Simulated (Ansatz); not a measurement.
LiH:
```
CELL_PARAMETERS angstrom
      0.00000     2.00272     2.00272
      2.00272     0.00000     2.00272
      2.00272     2.00272     0.00000
ATOMIC_POSITIONS crystal
  Li 0.00000 0.00000 0.00000
  H  0.50000 0.50000 0.50000
```

Relaxed with r²SCAN.

Task: Map the electron localisation function on the plane through (0.000, 0.000, 0.000) spanned by u = [1, 0, 0] and v = [0, 1, -1] in lattice vectors, from DFT-r²SCAN in the program Ansatz with PAW potentials.

Result: x is the fraction of u, y of v (the angle between them is 90°; rows are the nearest grid lines); atoms in the plane: Li at (0.00, 0.00), H at (0.50, 0.50).
```
y \ x   0.000  0.0625  0.188  0.250  0.375  0.438  0.562  0.625  0.750  0.812  0.938   1.00
------  -----  ------  -----  -----  -----  -----  -----  -----  -----  -----  -----  -----
1.00    0.998   0.995  0.426  0.028  0.053  0.091  0.091  0.053  0.028  0.426  0.995  0.998
0.938   0.997   0.985  0.277  0.022  0.094  0.166  0.166  0.094  0.022  0.277  0.985  0.997
0.875   0.957   0.912  0.056  0.020  0.329  0.509  0.509  0.329  0.020  0.056  0.912  0.957
0.750   0.028   0.022  0.057  0.384  0.965  0.982  0.982  0.965  0.384  0.057  0.022  0.028
0.688   0.018   0.025  0.395  0.863  0.995  0.998  0.998  0.995  0.863  0.395  0.025  0.018
0.625   0.053   0.093  0.778  0.965  0.999   1.00   1.00  0.999  0.965  0.778  0.093  0.053
0.562   0.091   0.165  0.881  0.982   1.00   1.00   1.00   1.00  0.982  0.881  0.165  0.091
0.438   0.091   0.165  0.881  0.982   1.00   1.00   1.00   1.00  0.982  0.881  0.165  0.091
0.375   0.053   0.093  0.778  0.965  0.999   1.00   1.00  0.999  0.965  0.778  0.093  0.053
0.312   0.018   0.025  0.395  0.863  0.995  0.998  0.998  0.995  0.863  0.395  0.025  0.018
0.250   0.028   0.022  0.057  0.384  0.965  0.982  0.982  0.965  0.384  0.057  0.022  0.028
0.125   0.957   0.912  0.056  0.020  0.329  0.509  0.509  0.329  0.020  0.056  0.912  0.957
0.0625  0.997   0.985  0.277  0.022  0.094  0.166  0.166  0.094  0.022  0.277  0.985  0.997
0.000   0.998   0.995  0.426  0.028  0.053  0.091  0.091  0.053  0.028  0.426  0.995  0.998
```

The density is the valence pseudo-density with augmentation charge, so density and ELF within about 1 Å of a nucleus are not all-electron values.

Space group Fm-3m (rock salt). The r²SCAN relaxation kept the symmetry of its start.

Potentials: the later of the program's two PAW sets.
